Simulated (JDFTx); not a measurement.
Al2Pt(111) slab cut from bulk Al2Pt (space group Fm-3m, indices of the conventional cell, lattice of the Materials Project entry mp-1502, not re-optimised): 9 atoms in 9 planes, a 1x1 cell of 15.06 Å² (|a| = 4.171, |b| = 4.171 Å), 8.2 Å between the outermost planes, Al outermost, slab composition Al6Pt3, cell height 24.5 Å, 6×6×1 k mesh, Fermi smearing 0.01 Ha, no spin polarisation. Whether this polymorph is the ambient one wasn't checked.

Profiles through the double layer of this slab, charged, in CANDLE, water, 1 M NaCl; PBE, GBRV ultrasoft potentials, plane waves to 20/100 Ha, a modified build of JDFTx. z is the height above the outermost atoms, φ the plane-averaged electrostatic potential energy of an electron (zero in the bulk liquid), ρ_b the bound charge of solvent and ions, s the cavity shape function (0 in the solid, 1 in the liquid).

```json
[
 {"z (Å)": "0.89", "n (e/Å³)": "0.0710", "s": "0.00", "φ (eV)": "-1.609", "ρ_b (10⁻³ e/Å³)": "-0.06"},
 {"z (Å)": "1.34", "n (e/Å³)": "0.0270", "s": "0.00", "φ (eV)": "-0.810", "ρ_b (10⁻³ e/Å³)": "-1.40"},
 {"z (Å)": "1.80", "n (e/Å³)": "0.0087", "s": "0.01", "φ (eV)": "-0.172", "ρ_b (10⁻³ e/Å³)": "-4.44"},
 {"z (Å)": "2.25", "n (e/Å³)": "0.0026", "s": "0.12", "φ (eV)": "-0.037", "ρ_b (10⁻³ e/Å³)": "-0.40"},
 {"z (Å)": "2.71", "n (e/Å³)": "0.0008", "s": "0.38", "φ (eV)": "-0.021", "ρ_b (10⁻³ e/Å³)": "0.54"},
 {"z (Å)": "3.16", "n (e/Å³)": "0.0002", "s": "0.67", "φ (eV)": "-0.016", "ρ_b (10⁻³ e/Å³)": "0.20"},
 {"z (Å)": "3.61", "n (e/Å³)": "0.0001", "s": "0.91", "φ (eV)": "-0.013", "ρ_b (10⁻³ e/Å³)": "0.06"},
 {"z (Å)": "4.07", "n (e/Å³)": "0.0000", "s": "0.99", "φ (eV)": "-0.011", "ρ_b (10⁻³ e/Å³)": "0.02"},
 {"z (Å)": "4.52", "n (e/Å³)": "0.0000", "s": "1.00", "φ (eV)": "-0.010", "ρ_b (10⁻³ e/Å³)": "0.00"},
 {"z (Å)": "4.97", "n (e/Å³)": "0.0000", "s": "1.00", "φ (eV)": "-0.008", "ρ_b (10⁻³ e/Å³)": "0.00"},
 {"z (Å)": "5.43", "n (e/Å³)": "0.0000", "s": "1.00", "φ (eV)": "-0.007", "ρ_b (10⁻³ e/Å³)": "0.00"},
 {"z (Å)": "5.88", "n (e/Å³)": "0.0000", "s": "1.00", "φ (eV)": "-0.006", "ρ_b (10⁻³ e/Å³)": "0.00"},
 {"z (Å)": "6.34", "n (e/Å³)": "0.0000", "s": "1.00", "φ (eV)": "-0.005", "ρ_b (10⁻³ e/Å³)": "0.00"},
 {"z (Å)": "6.79", "n (e/Å³)": "0.0000", "s": "1.00", "φ (eV)": "-0.005", "ρ_b (10⁻³ e/Å³)": "0.00"},
 {"z (Å)": "7.24", "n (e/Å³)": "0.0000", "s": "1.00", "φ (eV)": "-0.004", "ρ_b (10⁻³ e/Å³)": "0.00"},
 {"z (Å)": "7.70", "n (e/Å³)": "0.0000", "s": "1.00", "φ (eV)": "-0.003", "ρ_b (10⁻³ e/Å³)": "0.00"}
]
```

**Question.** Is the electrode positively or negatively charged, and roughly by how much?

**Answer.** Positively: σ = 4.0 μC/cm² per face. The liquid's bound charge is of the opposite sign overall, and far from the surface φ decays with the screening length (3.0 Å).
